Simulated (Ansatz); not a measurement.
Given:

GaAs (NiAs type, P6_3/mmc), a = 3.7679 Å, b = 3.7679 Å, c = 6.4414 Å, α = 90.00°, β = 90.00°, γ = 120.00°.

This is the PBE-relaxed structure.

All from PBE (plane waves, PAW; program Ansatz), unless another level is named. Give the electronic character.

metallic (no gap).

Next, the density of states at the Fermi level?

0.43 states/eV per atom (mean over ±0.08 eV).

Predict the formation energy from the elements (no fitted shifts).

0.002 eV/atom.

A made-up cell: these elements were put on the sites of a structure type; neither database checked (COD, Materials Project) lists it. It is not the phase usual at ambient conditions (space group No. 216). The cell keeps a stress of up to 0.2 GPa. The cell was relaxed with PBE under the symmetry of its start; its stability against distortions is not shown here. The references are the lowest solids computed at this level, not always the standard phases. Scalar-relativistic: spin–orbit coupling is off unless named, which matters more the heavier the elements.

Potentials: the later of the program's two PAW sets.
